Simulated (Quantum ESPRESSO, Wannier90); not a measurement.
## Wannierisation of ZrN (rock salt)

Cell from Materials Project (mp-1352), symmetrised, no further relaxation. COD (Crystallography Open Database) has an entry of this formula and space group (matched by these alone). Level: PBEsol, spinors with spin-orbit coupling; pw.x of Quantum ESPRESSO at 68 Ry with PseudoDojo potentials, 8×8×8 k-points, Wannier90. Density: 12×12×12 mesh, cold smearing 0.01 Ry.

On the energy scale of pw.x, whose zero is arbitrary, the Fermi level lies at 17.56 eV.

Isolated groups of bands, relative to the Fermi level (bands from 11 on overlap up to the last one computed):

| bands | from (eV) | to (eV) | filling | weight on atomic waves |
|---|---|---|---|---|
| 1–2 | -49.41 | -49.22 | filled | Zr 4s 94 % |
| 3–4 | -28.85 | -28.30 | filled | Zr 4p 96 % |
| 5–8 | -27.26 | -26.50 | filled | Zr 4p 96 % |
| 9–10 | -16.16 | -13.92 | filled | N 2s 70 %, Zr 4d 16 %, Zr 5s 9 % |

Input w.win:

```
num_bands = 34
num_wann = 16
exclude_bands = 1-10
spinors = true
num_iter = 800
conv_tol = 1.0e-6
conv_window = 4
dis_num_iter = 1000
dis_conv_tol = 1.0e-6
dis_froz_max = 1.50
write_hr = true
write_u_matrices = true
begin projections
f=0.49875,0.48550,0.49953: d
f=-0.00046,-0.01400,0.01656: p
end projections
begin unit_cell_cart
ang
    0.0000000000    2.2942650000    2.2942650000
    2.2942650000    0.0000000000    2.2942650000
    2.2942650000    2.2942650000    0.0000000000
end unit_cell_cart
begin atoms_frac
Zr   0.5000000000  0.5000000000  0.5000000000
N    0.0000000000  0.0000000000  0.0000000000
end atoms_frac
mp_grid = 8 8 8
begin kpoints
0.0000000000 0.0000000000 0.0000000000
0.0000000000 0.0000000000 0.1250000000
0.0000000000 0.0000000000 0.2500000000
... (509 more lines: the 8x8x8 mesh through Gamma)
end kpoints
```

The run ends without an error message, but its bands miss those of pw.x by 2227 meV rms and 4.48 eV at worst (states up to 1.0 eV relative to the Fermi level).

### Question
What is the mistake?

### Answer
Window typed relative to the reference level, not as an absolute energy. With that mended (16 functions from bands 11-44 of the 44 computed, start hydrogen-like Zr: d; N: p, centres 0.05 Å off the atoms, frozen window up to 1.50 eV relative to the Fermi level, outer window open) the misfit is 6.2 meV rms.
